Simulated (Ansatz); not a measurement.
# TiAl3Ni2: rattling a relaxed structure

The cell was found from a structure generator's guess, not taken from experiment.

All numbers below come from Ansatz, DFT PBE, scalar-relativistic, plane waves, PAW. Cutoff 420 eV; k points 14×14×4 on the computed 6-atom cell (Γ-centred); Gaussian smearing, width 0.10 eV; no spin polarisation.

The cell below (6 atoms, space group P4/mmm (No. 123)) is relaxed within its symmetry.

```cif
data_structure
_symmetry_space_group_name_H-M 'P 1'
_symmetry_Int_Tables_number 1
_cell_length_a 2.8810
_cell_length_b 2.8810
_cell_length_c 9.7343
_cell_angle_alpha 90.000
_cell_angle_beta 90.000
_cell_angle_gamma 90.000
_cell_volume 80.80
loop_
_atom_site_label
_atom_site_type_symbol
_atom_site_fract_x
_atom_site_fract_y
_atom_site_fract_z
_atom_site_occupancy
Ti1 Ti 0.50000 0.50000 0.50000 1
Al1 Al 0.00000 0.00000 0.00000 1
Al2 Al 0.00000 0.00000 0.29813 1
Al3 Al 0.00000 0.00000 0.70187 1
Ni1 Ni 0.50000 0.50000 0.14856 1
Ni2 Ni 0.50000 0.50000 0.85144 1
```

For the test a repeat of it with 12 atoms (edges 2.88, 5.76, 9.73 Å) was strained at random (σ = 1.5 % a component), the atoms were moved at random (σ = 0.10 Å), and all was relaxed again on a coarse 8×4×2 mesh (in the run’s order of axes) with 0.20 eV smearing, with no symmetry imposed.

Trial moments died out on the coarse mesh, so the last step has no spin; another magnetic start might hold.

Task: Does it come back?

Result: It returns, within 2 meV/atom of the unmoved cell on that mesh and with the same symmetry when read at 0.1 Å. No instability shows in this cell; modes of other wave vectors, which need another repeat, aren't tested.
